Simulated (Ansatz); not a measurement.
Kick test of a cell of Ir3Ru2

The structure comes from a generated guess, relaxed at this level; another structure or a mixture of phases may lie lower.

Computed with DFT PBE, scalar-relativistic, plane waves, PAW in Ansatz. Cutoff 420 eV; k points 18×18×2 on the computed 10-atom cell (Γ-centred); Gaussian smearing, width 0.10 eV; no spin polarisation.

The cell below (10 atoms, space group P-6m2 (No. 187)) is relaxed within its symmetry.

```cif
data_structure
_symmetry_space_group_name_H-M 'P 1'
_symmetry_Int_Tables_number 1
_cell_length_a 2.7398
_cell_length_b 2.7398
_cell_length_c 21.8756
_cell_angle_alpha 90.000
_cell_angle_beta 90.000
_cell_angle_gamma 120.000
_cell_volume 142.21
loop_
_atom_site_label
_atom_site_type_symbol
_atom_site_fract_x
_atom_site_fract_y
_atom_site_fract_z
_atom_site_occupancy
Ru1 Ru 0.66667 0.33333 0.79868 1
Ru2 Ru 0.66667 0.33333 0.20132 1
Ru3 Ru 0.66667 0.33333 0.40021 1
Ru4 Ru 0.66667 0.33333 0.59979 1
Ir1 Ir 0.66667 0.33333 0.00000 1
Ir2 Ir 0.33333 0.66667 0.69919 1
Ir3 Ir 0.33333 0.66667 0.89716 1
Ir4 Ir 0.33333 0.66667 0.10284 1
Ir5 Ir 0.33333 0.66667 0.30081 1
Ir6 Ir 0.33333 0.66667 0.50000 1
```

For the test it was strained at random (σ = 1.5 % a component), the atoms were moved at random (σ = 0.15 Å), and all was relaxed again on a coarse 12×12×1 mesh (in the run’s order of axes) with 0.20 eV smearing, with no symmetry imposed.

Spin–orbit coupling, which can matter for Ir, is left out.

Question: Is the structure stable against such a distortion?

Answer: It returns, within 1 meV/atom of the unmoved cell on that mesh and with the same symmetry when read at 0.1 Å. No instability shows in this cell; modes of other wave vectors, which need another repeat, aren't tested.
